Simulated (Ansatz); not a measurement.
CeTaN3 (cubic perovskite, Pm-3m) at seven volumes, DFT-PBEsol in the program Ansatz with PAW potentials, scaled uniformly. One row is withheld.

```csv
V (Å³/atom),P (GPa)
11.792,26.32
12.180,16.18
12.569,7.47
12.958,0.00
13.346,-6.40
13.735,-11.89
14.124,?
```

**Question.** Fit the shown pressures and predict the withheld one.

**Answer.** Third-order Birch–Murnaghan: P = (3/2)B₀(x^(7/2) − x^(5/2))[1 + (3/4)(B′ − 4)(x − 1)] with x = (V₀/V)^(2/3). Least squares on the six rows gives V₀ = 12.958 Å³/atom, B₀ = 230.1 GPa, B′ = 4.09. At V = 14.124, x = 0.9442 and P = -16.63 GPa. The run itself gave -16.57 GPa.

The start of the workflow was typed in or built on a structure type; neither database checked (COD, Materials Project) lists it. Whether it is the stable phase at ambient conditions was not checked. The PBEsol relaxation kept the symmetry of its start. At this level the phase is dynamically unstable (imaginary phonons). The workflow began spin-polarised and lost its moments. The 4f shell is in the valence. No Hubbard U is applied. Spin–orbit coupling is left out wherever it is not named.

Potentials: the later of the program's two PAW sets.
